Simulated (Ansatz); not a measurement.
Relaxed candidate structures of Lu:

A. Fm-3m (No. 225), cF4, fcc (Cu type); a = 4.881 Å, b = 4.881 Å, c = 4.881 Å, α = 90.00°, β = 90.00°, γ = 90.00°; Lu 4a (0.000, 0.000, 0.000)

B. Im-3m (No. 229), cI2, bcc (W type); a = b = c = 3.8943 Å, α = β = γ = 90.00°; Lu 2a (0.000, 0.000, 0.000)

C. P6₃/mmc (No. 194), hP2, hcp (Mg type); a = b = 3.5044 Å, c = 5.4516 Å, α = β = 90.00°, γ = 120.00°; Lu 2d (0.667, 0.333, 0.250)

### Question
Rank these by energy per atom (lowest first), as r2SCAN (plane waves to 500 eV, PAW, scalar-relativistic; Ansatz, an electronic-structure program) gives it.

### Answer
C (reference, the lowest among the structures calculated here), A (+0.06 eV/atom), B (+0.11 eV/atom)

Each run could gain symmetry but not lose that of its start, so entries can be saddle points. From databases, or of a type measured for this composition: P6₃/mmc, hP2, hcp (Mg type); the others are generated cells (placed on structure types, drawn at random, substituted or restacked) that were not matched to a known phase here. Static energies at zero pressure. No spin polarisation in the result.
